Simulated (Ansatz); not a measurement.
A plane-wave DFT run in Ansatz 0.2.0 (scalar-relativistic PAW potentials unless the input names others): input and command.

```yaml
crystal:
  lattice:
    - [4.5655787061, 0.0, 0.0]
    - [-2.2827893531, 3.9539071425, 0.0]
    - [0.0, 0.0, 7.4088842881]
  atoms:
    - { symbol: Rb, position: [0.0, 0.0, 0.0] }
    - { symbol: Rb, position: [0.3333333333, 0.6666666667, 0.6637928434] }
    - { symbol: Rb, position: [0.6666666667, 0.3333333333, 0.3362071566] }
    - { symbol: O, position: [0.3333333333, 0.6666666667, 0.2399706315], spin: 0.54 }
    - { symbol: O, position: [0.6666666667, 0.3333333333, 0.7600293685], spin: 0.54 }
basis:
  ecutwfc: 420
  precision: f64
kpoints:
  mp_grid: { grid: [12, 12, 6] }
hamiltonian:
  xc: pbe
  dispersion: d4
scf:
  occupations: { method: gaussian, width: 0.1 }
  lower_state_search: light
  eigensolver: { kind: davidson }
output:
  forces: true
  eigenvalues: true
  stress: true
magnetization:
  spin_polarized: true
```

```bash
ansatz run input.yaml --threads 1 --pin off --max-ram 2560MiB --backend cpu --events-out ev --progress --plain --runs-dir out
```

Abridged log:
```
Pseudopotentials: kind: paw
Pseudopotential: Rb, paw, valence charge 9, recommended cutoff 420 eV (normal)
Pseudopotential: O, paw, valence charge 6, recommended cutoff 420 eV (normal)
Functional definition: PBE
Crystal: 5 atoms, lattice volume = 133.744 Å³
Basis set: ecut = 420 eV, 2635 PW (Γ), exchange–correlation on 64×64×100 points (8 copies of the dense FFT grid, shifted against one another)
Bands: 26, of which v1, the nominal top of the filled ones, is band 20 counted from 1 (19 counted from 0)
Symmetry: 12 space group operations
Space group: P-3m1 (ITA 164), of the structure as read, at distance tolerance 5.1e-5 Å
Magnetic group: BNS 164.85 (UNI 1315), of the structure as read, at distance tolerance 5.1e-5 Å
k-points: 100 of 864
Initial density: superposition of atomic densities (chi_scale 0.1, normalization cell, long waves kept (reshape's long-wave potential 0.05 eV rms))
Starting moments: Σ|m| = 1.08 μB on 2 of 5 sites
Initial wavefunctions: pseudopotential atomic-orbital guess
Functional: x = pbe(κ = 0.804, μ = 0.21951497), c = pbe(β = 0.06672455)
SCF iter   1: F=—  HF=-10938.716005 eV  |F-HF|=—  |Δ(HF+E_count)|=         —  Δρ=4.85e-2 (↑4.85e-2 ↓4.60e-2) dr2=1.17e1  dr2_m=3.84e-3  M=1.000 μB ∫|m|=1.160 μB  β_m=0.30  ethr=3.01e-2  ⟨swp⟩=2.7  Hψ=28598  notcnv=0
spin=Collinear: Kerker preconditioning applied to the charge; magnetization (m = ρ↑ − ρ↓) channel mixes plain (no charge-response kernel on spin).
SCF iter   2: F=—  HF=-10936.660350 eV  |F-HF|=—  |Δ(HF+E_count)|=    2.06e0  Δρ=1.34e-2 (↑1.34e-2 ↓1.31e-2) dr2=1.26e0  dr2_m=1.10e-3  M=1.000 μB ∫|m|=1.104 μB  β_m=0.30  ethr=3.01e-2  ⟨swp⟩=3.0  Hψ=11516  notcnv=0
spin-set hold released at iteration 2 (site moments show no strong build): the magnetisation degrees of freedom join the quasi-Newton model from the next iteration; the mixer history was kept
SCF iter   3: F=—  HF=-10936.539888 eV  |F-HF|=—  |Δ(HF+E_count)|=   1.20e-1  Δρ=6.57e-3 (↑6.57e-3 ↓6.28e-3) dr2=3.96e-1  dr2_m=1.62e-3  M=1.000 μB ∫|m|=1.086 μB  β_m=0.13  ethr=3.23e-3  ⟨swp⟩=4.7  Hψ=13148  notcnv=0  defer=43
SCF iter   4: F=—  HF=-10936.515172 eV  |F-HF|=—  |Δ(HF+E_count)|=   2.47e-2  Δρ=4.48e-3 (↑4.31e-3 ↓4.48e-3) dr2=1.96e-1  dr2_m=1.75e-3  M=1.000 μB ∫|m|=1.086 μB  β_m=0.45  ethr=1.02e-3  ⟨swp⟩=2.6  Hψ=10448  notcnv=0  defer=19
SCF iter   5: F=—  HF=-10936.526842 eV  |F-HF|=—  |Δ(HF+E_count)|=   1.17e-2  Δρ=2.86e-3 (↑2.34e-3 ↓2.86e-3) dr2=3.34e-2  dr2_m=1.24e-3  M=1.000 μB ∫|m|=1.082 μB  β_m=0.59  ethr=5.03e-4  ⟨swp⟩=4.0  Hψ=13110  notcnv=0  defer=112
SCF iter   6: F=—  HF=-10936.547431 eV  |F-HF|=—  |Δ(HF+E_count)|=   2.06e-2  Δρ=1.23e-3 (↑1.07e-3 ↓1.23e-3) dr2=5.47e-3  dr2_m=2.09e-4  M=1.000 μB ∫|m|=1.081 μB  β_m=0.79  ethr=8.57e-5  ⟨swp⟩=3.2  Hψ=11716  notcnv=0  defer=23
SCF iter   7: F=—  HF=-10936.550951 eV  |F-HF|=—  |Δ(HF+E_count)|=   3.52e-3  Δρ=4.43e-4 (↑2.86e-4 ↓4.43e-4) dr2=7.12e-4  dr2_m=5.63e-5  M=1.000 μB ∫|m|=1.080 μB  β_m=0.90  ethr=1.40e-5  ⟨swp⟩=3.4  Hψ=11084  notcnv=0  defer=14
SCF iter   8: F=—  HF=-10936.552784 eV  |F-HF|=—  |Δ(HF+E_count)|=   1.83e-3  Δρ=1.56e-4 (↑1.38e-4 ↓1.56e-4) dr2=1.20e-4  dr2_m=2.18e-6  M=1.000 μB ∫|m|=1.078 μB  β_m=0.95  ethr=1.83e-6  ⟨swp⟩=4.0  Hψ=13834  notcnv=0  defer=12
SCF iter   9: F=—  HF=-10936.552894 eV  |F-HF|=—  |Δ(HF+E_count)|=   1.10e-4  Δρ=5.35e-5 (↑3.12e-5 ↓5.35e-5) dr2=2.87e-5  dr2_m=6.67e-7  M=1.000 μB ∫|m|=1.077 μB  β_m=0.97  ethr=3.09e-7  ⟨swp⟩=3.0  Hψ=10690  notcnv=0  defer=2
SCF iter  10: F=—  HF=-10936.552934 eV  |F-HF|=—  |Δ(HF+E_count)|=   3.94e-5  Δρ=2.59e-5 (↑2.06e-5 ↓2.59e-5) dr2=1.08e-5  dr2_m=8.96e-8  M=1.000 μB ∫|m|=1.077 μB  β_m=0.99  ethr=7.35e-8  ⟨swp⟩=3.1  Hψ=10579  notcnv=0
SCF iter  11: F=—  HF=-10936.552934 eV  |F-HF|=—  |Δ(HF+E_count)|=   8.08e-8  Δρ=8.35e-6 (↑7.79e-6 ↓8.35e-6) dr2=1.71e-6  dr2_m=5.68e-9  M=1.000 μB ∫|m|=1.077 μB  β_m=0.99  ethr=2.78e-8  ⟨swp⟩=3.0  Hψ=10459  notcnv=0
SCF iter  12: F=—  HF=-10936.552934 eV  |F-HF|=—  |Δ(HF+E_count)|=   2.86e-7  Δρ=8.05e-6 (↑3.53e-6 ↓8.05e-6) dr2=1.53e-7  dr2_m=1.91e-8  M=1.000 μB ∫|m|=1.077 μB  β_m=1.00  ethr=3.89e-10  ⟨swp⟩=2.7  Hψ=20590  notcnv=0
SCF iter  13: F=-10936.552934 eV  HF=-10936.552934 eV  |F-HF|=7.37e-9  |Δ(HF+E_count)|=   6.02e-8  Δρ=1.54e-6 (↑1.39e-6 ↓1.54e-6) dr2=2.21e-8  dr2_m=1.74e-10  M=1.000 μB ∫|m|=1.077 μB  ethr=3.89e-10  ⟨swp⟩=3.3  Hψ=11216  notcnv=0
SCF 1 converged in 13 iterations: F = -10936.552934 eV  dr2 = 2.21e-8
  Residual-converged pass: ⟨swp⟩=3.0  Hψ=10832  notcnv=0  max |occ|·‖R‖ = 6.6e-6 eV (tolerance 6.7e-6 eV) dr2=2.21e-8  dr2_m=2.07e-10  dr2_onsite=3.54e-10  max |Δocc| = 2.5e-10
SCF converged after 13 iterations
Magnetization: 1.0000 μB (20.0000 up, 19.0000 down)
Absolute magnetization: 1.0764 μB (∫|ρ↑−ρ↓|, with the PAW one-centre terms)
Spin contamination: 0.0074 ħ² per cell (⟨S²⟩ above its minimum at these occupations)
Per-site moments (μB) at R_I (Å): [(-0.00010578, 1.31153920), (0.01095520, 1.12640043), (0.01095520, 1.12640043), (0.48357860, 1.12640043), (0.48357860, 1.12640043)]
Free energy (F): -10936.552934 eV
Harris-Foulkes:  -10936.552934 eV  (|F-HF|=7.37e-9)
Internal energy: -10936.506452 eV  (E = F + TS)
E sigma→0 (E₀):  -10936.529693 eV
Entropy (-TS):   -0.046482 eV (-9.296 meV/atom)
Fermi energy:    4.285679 eV
  E_disp       = -0.432032  (pairwise vdW)
--- Forces (eV/Å), atoms counted from 1 ---
  atom   1  Rb     0.00000000     0.00000000     0.00000000
  atom   2  Rb     0.00000000     0.00000000     0.00260093
  atom   3  Rb     0.00000000     0.00000000    -0.00260093
  atom   4  O      0.00000000     0.00000000    -0.00019384
  atom   5  O      0.00000000     0.00000000     0.00019384
--- Stress (GPa, compression-positive) ---
       -0.500165       0.000000       0.000000
        0.000000      -0.500165       0.000000
        0.000000       0.000000      -0.480237
  P = ⅓ Tr σ = -0.4935 GPa (-4.935 kbar)
```

Apart from outputs, empty bands and the relaxation, which only the reference makes, the input differs from a reference run on usual settings in scf.lower_state_search: not typed → "light"; scf.eigensolver.kind: not typed → "davidson"; basis.precision: not typed → "f64"; hamiltonian.dispersion: not typed → "d4". The reference, at the same geometry, ended its own course with pressure 0.01 GPa, largest force 0.001 eV/Å, no gap on the mesh. This run converged in 13 SCF iterations with an energy at zero smearing 86.41 meV/atom below the reference's (the Hamiltonian itself differs), pressure -0.49 GPa, largest force 0.003 eV/Å, no gap on the mesh.

Time: 79 s on 1 thread of Arm Neoverse V1, on a shared host, peak memory 0.6 GiB.